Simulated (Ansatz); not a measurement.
Cl:
```yaml
crystal:
  lattice:
    - [-1.71869, 1.71869, 1.71869]
    - [1.71869, -1.71869, 1.71869]
    - [1.71869, 1.71869, -1.71869]
  atoms:
    - { symbol: Cl, position: [0.00000, 0.00000, 0.00000] }
```

Relaxed with PBE+D3(BJ). Special points in fractions of this cell's reciprocal vectors: Γ (0.000, 0.000, 0.000); H (0.500, -0.500, 0.500); N (0.000, 0.000, 0.500); P (0.250, 0.250, 0.250).

List the band energies nearest the Fermi level at these points for DFT-PBE+D3(BJ) in the program Ansatz with PAW potentials.

In eV from the Fermi level; about four levels below and three above (degenerate sets whole), none deeper than 8.9 eV; … stands for higher levels left out; points with the same levels are listed once.

| k | below | above |
|---|---|---|
| Γ | – | 0.71 0.71 0.71 |
| H | -2.68 -2.68 -2.68 | … |
| N | -4.81 -0.81 | 0.46 … |

Space group Im-3m (bcc (W type)). The cell is a constructed one: a structure type filled with these elements; neither database checked (COD, Materials Project) lists it. It is not the usual solid phase (space group No. 64). The PBE+D3(BJ) relaxation kept the symmetry of its start. At this level the phase is dynamically unstable (imaginary phonons). The substance is a gas or liquid at ambient conditions. With an odd number of electrons in the cell and no spin polarisation, the count alone makes it a metal.

Potentials: the later of the program's two PAW sets.
